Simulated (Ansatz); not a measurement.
Consider the following.

MoW:
```xyz
2
Lattice="0.0000 2.5898 2.5898 2.5898 0.0000 2.5898 2.5898 2.5898 0.0000" Properties=species:S:1:pos:R:3 pbc="T T T"
Mo     0.0000     0.0000     0.0000
W      2.5898     2.5898     2.5898
```

This is the PBEsol-relaxed structure.

### Question
All from DFT-PBEsol in the program Ansatz with PAW potentials, unless another level is named. Predict the highest zone-centre frequency.

### Answer
187 cm⁻¹.

### Question
What about the bulk modulus (Birch–Murnaghan fit)?

### Answer
219 GPa.

### Question
And the elastic constants (relaxed ions, GPa)?

### Answer
C11 = 494, C12 = 82.7, C44 = -104.

Space group Fm-3m (rock salt). The start of the workflow was typed in or built on a structure type; neither database checked (COD, Materials Project) lists it. Its standing as an ambient phase is unchecked. Symmetry was held in the PBEsol relaxation. At this level the phase is mechanically unstable. No spin polarisation was allowed. Its formation energy is positive at this level, so the cell may be metastable or incomplete. As this level gives no gap, shear constants depend on the k-mesh and smearing (Fermi–Dirac, 0.1 eV here). As this level gives no gap, phonon frequencies hold no LO–TO term and depend on the k-mesh and smearing (Fermi–Dirac, 0.1 eV here). On the denser mesh and wider smearing of the elastic run this cell carries a stress of 0.3 GPa. Spin–orbit coupling is left out wherever it is not named.

Potentials: the later of the program's two PAW sets.
